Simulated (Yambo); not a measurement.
# Excitons in CaI2 monolayer

```xyz
3
Lattice="4.4357 0.0000 0.0000 -2.2178 3.8414 0.0000 0.0000 0.0000 16.5000" Properties=species:S:1:pos:R:3 pbc="T T T"
Ca     0.0000     0.0000     0.0000
I      0.0000     2.5609     1.7565
I      2.2178     1.2805    -1.7565
```

The layer was cut from Materials Project entry mp-30031 and relaxed with PBEsol in a cell 16.5 Å high, with the Coulomb interaction truncated along z.

BSE in Yambo on PBEsol (Quantum ESPRESSO, PseudoDojo norm-conserving, 70 Ry, without SOC) bands: 12×12×1 mesh, 6 valence and 9 conduction bands, static screening with 66 bands and a 3 Ry block, scissor 3.20 eV, Tamm-Dancoff, stochastic integration of W near q = 0; field along x.

| state | energy (eV) | states within 2 meV | relative strength | class | main transitions |
|---|---|---|---|---|---|
| 1 | 5.83 | 2 | 0.04 | strong | several band pairs |
| 2 | 5.85 | 1 | < 0.01 | dark | several band pairs |
| 3 | 5.90 | 1 | < 0.01 | dark | VB → CB (64 %) |
| 4 | 5.91 | 1 | < 0.01 | dark | several band pairs |
| 5 | 5.94 | 2 | < 0.01 | dark | several band pairs |
| 6 | 5.95 | 2 | 1.00 | strong | several band pairs |
| 7 | 5.95 | 2 | < 0.01 | dark | several band pairs |
| 8 | 6.13 | 1 | < 0.01 | dark | several band pairs |
| 9 | 6.23 | 2 | < 0.01 | dark | several band pairs |
| 10 | 6.28 | 1 | < 0.01 | dark | several band pairs |

These are vertical excitations (zero momentum); the indirect quasiparticle gap, about 6.82 eV, is smaller than the direct one (7.58 eV on the GW mesh). The direct quasiparticle gap on this mesh is 7.58 eV; counted from there, state 1 is bound by 1.74 eV. Convergence with the mesh was not shown.

Spin singlets only. Strengths are relative to the strongest of the lowest states of this run; strong means a line over 3 % of the spectrum's maximum, dark under 0.03 %. Absolute energies carry the error of the G0W0 scissor, whose convergence isn't established.

Without spin-orbit coupling, band edges of such heavy elements can be off by tenths of an eV.

This is a model layer cut from the bulk structure; whether it is stable on its own was not checked.
